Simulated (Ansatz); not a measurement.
NiO (rock salt)

```xyz
2
Lattice="0.0000 2.1087 2.1087 2.1087 0.0000 2.1087 2.1087 2.1087 0.0000" Properties=species:S:1:pos:R:3 pbc="T T T"
O      0.0000     0.0000     0.0000
Ni     2.1087     2.1087     2.1087
```

E(V) scan at fixed shape, V₀ the volume above. Symmetry pins the atoms to their sites.

Computed with PBE (plane waves to 420 eV, PAW, scalar-relativistic; Ansatz, a first-principles code). k mesh 19×19×19 (Γ-centred), Fermi-Dirac smearing 0.05 eV. Energies are smeared free energies. NiO is run spin-polarised and with no Hubbard U; the real compound is an antiferromagnetic insulator, a state that this run doesn't describe. NiO was relaxed with its symmetry unable to fall. Relaxed NiO ends ferromagnetic. The PAW data are Ansatz's earlier set. Other magnetic orders were not checked, so this need not be the ground state. ΔE is measured from the relaxed starting cell. The last digit holds for this mesh only.

| V (Å³/atom) | ΔE (meV/atom) |
|---|---|
| 7.876 | 166.4 |
| 8.176 | 100.2 |
| 8.476 | 53.1 |
| 8.776 | 22.3 |
| 9.076 | 5.2 |
| 9.376 | 0.0 |
| 9.676 | 4.7 |
| 9.976 | 18.2 |
| 10.276 | 39.2 |
| 10.576 | 66.5 |
| 10.876 | 99.4 |

What is the fitted pressure derivative B₀′?

3.8.

What bulk modulus B₀ follows from a third-order Birch-Murnaghan fit?

169 GPa. Check by three points about V = 9.376 Å³/atom, step 0.600: d²E/dV² ≈ (22 − 2·0 + 18) meV / 0.600² = 0.111 eV/Å⁶, and V·d²E/dV² × 160.2 = 167 GPa.

(A scan under strain: stresses follow from slopes of the energy per volume, elastic moduli from its curvatures.)
